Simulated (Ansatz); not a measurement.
## P: two-dimensional strain map

The calculation used Ansatz 0.2.0, DFT PBEsol, scalar-relativistic, plane waves, PAW. The runs took a 420 eV cutoff, a Γ-centred 24×24×12 mesh and Gaussian smearing (0.15 eV). No spin polarisation. Energies are free energies at this smearing, counted from the undisturbed cell; pressure is positive in compression.

The undisturbed cell (relaxed at this level; with this scan's settings it stands at -0.3 GPa; this simple cubic form isn't the usual structure):

```
P
1.0
     2.43474    0.00000    0.00524
     0.00000    2.43463    0.00000
    -0.00990    0.00000    4.79295
P
2
Direct
  0.00000 0.00000 0.25000
  0.00000 0.00000 0.75000
```

The cell is strained by p along both x and y and by q along z, fractional coordinates fixed. Points are written (p, q).

Energy above the undisturbed cell in meV/atom (a dash: not computed):

```csv
p \ q,-0.080,-0.040,0.000,0.040,0.080
-0.080,421.6,286.6,223.6,201.9,214.4
-0.040,206.5,–,41.8,–,66.7
0.000,135.8,30.4,0.0,10.6,48.5
0.040,159.3,–,45.2,–,117.3
0.080,242.7,–,155.5,–,240.9
```

Pressure in GPa:

| p \ q | -0.080 | -0.040 | 0.000 | 0.040 | 0.080 |
| --- | --- | --- | --- | --- | --- |
| -0.080 | 53.5 | 40.8 | 31.5 | 24.8 | 19.6 |
| -0.040 | 31.0 | – | 12.2 | – | 2.7 |
| 0.000 | 15.6 | 6.4 | -0.3 | -4.4 | -7.1 |
| 0.040 | 5.4 | – | -7.6 | – | -13.5 |
| 0.080 | -1.1 | – | -12.2 | – | -16.7 |